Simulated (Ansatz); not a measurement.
# ZrOs: clamped-ion strain scan

Method: DFT r2SCAN, scalar-relativistic, plane waves, PAW in Ansatz. Cutoff 500 eV, Γ-centred 14×14×14 k-points, Gaussian smearing of 0.15 eV. Spin–orbit coupling is left out, which can shift energies with elements as heavy as these. No spin polarisation. Energies are free energies at this smearing, counted from the undisturbed cell; pressure is positive in compression.

The undisturbed cell (as given, not relaxed at this level; it stands at 2.0 GPa, and it needn't be the usual structure):

```
Zr Os
1.0
     3.26300    0.00000    0.00000
     0.00000    3.26300    0.00000
     0.00000    0.00000    3.26300
Zr Os
1 1
Direct
  0.50000 0.50000 0.50000
  0.00000 0.00000 0.00000
```

The cell is strained by ε times the Voigt pattern (0, 0, 0, 0, 0, 1) (xx, yy, zz, yz, xz, xy; engineering shear) with fractional coordinates fixed. The cell is metallic on the mesh throughout.

```csv
ε,ΔE (meV/atom),"stress summed along the pattern (GPa, tension positive)"
-0.1500,127.4,-15.71
-0.0750,31.0,-7.60
0.0000,0.0,0.00
0.0187,1.9,1.88
0.0375,7.7,3.76
0.0562,17.4,5.65
0.0937,48.7,9.59
0.1125,70.7,11.61
0.1312,96.8,13.63
```

By symmetry 0.1500 repeats -0.1500, -0.1125 repeats 0.1125, 0.0750 repeats -0.0750, -0.0375 repeats 0.0375 in energy, with the opposite slope along the path.